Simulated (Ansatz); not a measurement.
LiPb:
```cif
data_LiPb
_chemical_formula_sum 'Pb1 Li1'
_space_group_name_H-M_alt 'Pm-3m'
_space_group_IT_number 221
_space_group_name_Hall '-P 4 2 3'
_cell_length_a 3.46432
_cell_length_b 3.46432
_cell_length_c 3.46432
_cell_angle_alpha 90.000
_cell_angle_beta 90.000
_cell_angle_gamma 90.000
loop_
_atom_site_label
_atom_site_type_symbol
_atom_site_symmetry_multiplicity
_atom_site_Wyckoff_symbol
_atom_site_fract_x
_atom_site_fract_y
_atom_site_fract_z
_atom_site_occupancy
Pb1 Pb 1 a 0.00000 0.00000 0.00000 1
Li1 Li 1 b 0.50000 0.50000 0.50000 1
```

Relaxed with LDA.

**Question.** Which orbitals make up the states near the Fermi level in LDA (plane waves, PAW; program Ansatz)?

**Answer.** Within 0.5 eV of the Fermi level: Pb 6p 80 %, Pb 6s 11 %. Projections are on Löwdin-orthogonalised atomic valence shells; empty p or d shells of many metals are not among them.

**Question.** Tabulate the density of states.

**Answer.** States/eV per cell of 2 atoms, in 0.25 eV bins, energy from the Fermi level.

| E (eV) | total | Pb 6p | Pb 6s | Li 2s |
|---|---|---|---|---|
| -7.85 | 0.53 | 0.08 | 0.45 | 0.01 |
| -7.60 | 0.49 | 0.06 | 0.42 | 0.00 |
| -7.35 | 0.38 | 0.04 | 0.33 | 0.00 |
| -7.10 | 0.25 | 0.03 | 0.22 | 0.00 |
| -6.85 | 0.18 | 0.02 | 0.16 | 0.00 |
| -6.60 | 0.13 | 0.01 | 0.12 | 0.00 |
| -6.35 | 0.09 | 0.01 | 0.08 | 0.00 |
| -6.10 | 0.06 | 0.00 | 0.06 | 0.00 |
| -5.85 | 0.03 | 0.00 | 0.03 | 0.00 |
| -5.60 | 0.00 | 0.00 | 0.00 | 0.00 |
| -5.35 | 0.00 | 0.00 | 0.00 | 0.00 |
| -5.10 | 0.00 | 0.00 | 0.00 | 0.00 |
| -4.85 | 0.00 | 0.00 | 0.00 | 0.00 |
| -4.60 | 0.00 | 0.00 | 0.00 | 0.00 |
| -4.35 | 0.00 | 0.00 | 0.00 | 0.00 |
| -4.10 | 0.13 | 0.10 | 0.00 | 0.02 |
| -3.85 | 0.32 | 0.26 | 0.01 | 0.04 |
| -3.60 | 0.46 | 0.38 | 0.01 | 0.05 |
| -3.35 | 0.58 | 0.49 | 0.02 | 0.05 |
| -3.10 | 0.78 | 0.68 | 0.02 | 0.05 |
| -2.85 | 0.97 | 0.87 | 0.03 | 0.04 |
| -2.60 | 0.93 | 0.83 | 0.04 | 0.04 |
| -2.35 | 0.90 | 0.79 | 0.04 | 0.03 |
| -2.10 | 0.88 | 0.77 | 0.05 | 0.03 |
| -1.85 | 0.83 | 0.73 | 0.05 | 0.02 |
| -1.60 | 0.85 | 0.73 | 0.06 | 0.02 |
| -1.35 | 0.81 | 0.69 | 0.07 | 0.02 |
| -1.10 | 0.79 | 0.66 | 0.07 | 0.02 |
| -0.85 | 0.82 | 0.68 | 0.08 | 0.02 |
| -0.60 | 0.71 | 0.58 | 0.08 | 0.02 |
| -0.35 | 0.67 | 0.54 | 0.08 | 0.02 |
| -0.10 | 0.66 | 0.53 | 0.08 | 0.02 |
| 0.15 | 0.66 | 0.53 | 0.07 | 0.02 |
| 0.40 | 0.62 | 0.49 | 0.07 | 0.02 |
| 0.65 | 0.64 | 0.51 | 0.07 | 0.02 |
| 0.90 | 0.61 | 0.49 | 0.06 | 0.02 |
| 1.15 | 0.60 | 0.49 | 0.06 | 0.02 |
| 1.40 | 0.62 | 0.50 | 0.05 | 0.02 |
| 1.65 | 0.62 | 0.50 | 0.05 | 0.02 |
| 1.90 | 0.62 | 0.50 | 0.04 | 0.02 |
| 2.15 | 0.67 | 0.54 | 0.04 | 0.02 |
| 2.40 | 0.80 | 0.57 | 0.03 | 0.09 |
| 2.65 | 1.16 | 0.54 | 0.03 | 0.29 |
| 2.90 | 1.15 | 0.52 | 0.02 | 0.25 |
| 3.15 | 1.05 | 0.47 | 0.02 | 0.21 |
| 3.40 | 1.04 | 0.46 | 0.01 | 0.19 |
| 3.65 | 1.00 | 0.44 | 0.01 | 0.17 |
| 3.90 | 0.93 | 0.40 | 0.01 | 0.15 |
| 4.15 | 0.91 | 0.38 | 0.01 | 0.14 |
| 4.40 | 0.89 | 0.36 | 0.01 | 0.14 |
| 4.65 | 0.78 | 0.30 | 0.00 | 0.13 |

The workflow started from an entry of the Crystallography Open Database (COD), which files this formula under 2 space groups. Its standing as an ambient phase is unchecked. The cell was relaxed with LDA under the symmetry of its start; of distortions, only those at the zone centre were tested. Spin–orbit coupling is left out wherever it is not named.

Potentials: the later of the program's two PAW sets.
